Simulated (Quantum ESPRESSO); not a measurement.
pw.x input (Quantum ESPRESSO 7.5; LDA, PseudoDojo standard norm-conserving files, scalar-relativistic):

```
&CONTROL
  calculation = 'scf'
  pseudo_dir = './pseudo'
  outdir = './out'
  tprnfor = .true.
  tstress = .true.
/
&SYSTEM
  ibrav = 0
  nat = 8
  ntyp = 3
  ecutwfc = 84.0
  ecutrho = 336.0
  occupations = 'smearing'
  smearing = 'fd'
  degauss = 0.002
  nbnd = 38
/
&ELECTRONS
  conv_thr = 8e-10
/
ATOMIC_SPECIES
F 18.9984 F.upf
Mg 24.3050 Mg.upf
Ti 47.8670 Ti.upf
CELL_PARAMETERS angstrom
  2.608279896000   1.505891100000   4.444507000000
 -2.608279896000   1.505891100000   4.444507000000
  0.000000000000  -3.011782200000   4.444507000000
ATOMIC_POSITIONS crystal
F   0.671620000000   0.842457000000   0.242250000000
F   0.328380000000   0.157543000000   0.757750000000
F   0.242250000000   0.671620000000   0.842457000000
F   0.757750000000   0.328380000000   0.157543000000
F   0.842457000000   0.242250000000   0.671620000000
F   0.157543000000   0.757750000000   0.328380000000
Mg   0.500000000000   0.500000000000   0.500000000000
Ti   0.000000000000   0.000000000000   0.000000000000
K_POINTS automatic
6 6 6 0 0 0
```

End of the output:

```

[...]
     the Fermi energy is     1.6141 ev
!    total energy              =    -533.20783744 Ry
     estimated scf accuracy    <          5.5E-10 Ry
     smearing contrib. (-TS)   =       0.00000000 Ry
     internal energy E=F+TS    =    -533.20783744 Ry
     The total energy is F=E-TS. E is the sum of the following terms:
     one-electron contribution =    -339.58168266 Ry
     hartree contribution      =     191.57170551 Ry
     xc contribution           =     -97.40034562 Ry
     ewald contribution        =    -287.79751466 Ry
     convergence has been achieved in  12 iterations
     Forces acting on atoms (cartesian axes, Ry/au):
     atom    1 type  1   force =     0.00634244    0.00950713    0.00772929
     atom    2 type  1   force =    -0.00634244   -0.00950713   -0.00772929
     atom    3 type  1   force =    -0.01140464    0.00073915    0.00772929
     atom    4 type  1   force =     0.01140464   -0.00073915   -0.00772929
     atom    5 type  1   force =     0.00506220   -0.01024628    0.00772929
     atom    6 type  1   force =    -0.00506220    0.01024628   -0.00772929
     atom    7 type  2   force =     0.00000000   -0.00000000    0.00000000
     atom    8 type  3   force =     0.00000000    0.00000000    0.00000000
     Total force =     0.033795     Total SCF correction =     0.000034
     Computing stress (Cartesian axis) and pressure
          total   stress  (Ry/bohr**3)                   (kbar)     P=      -44.74
  -0.00030190   0.00000000  -0.00000000          -44.41        0.00       -0.00
  -0.00000000  -0.00030190   0.00000000           -0.00      -44.41        0.00
   0.00000000  -0.00000000  -0.00030850            0.00       -0.00      -45.38
```
In a gapped system the printed Fermi energy is only some level inside the gap.

Geometry of the Materials Project entry, not relaxed at this level.
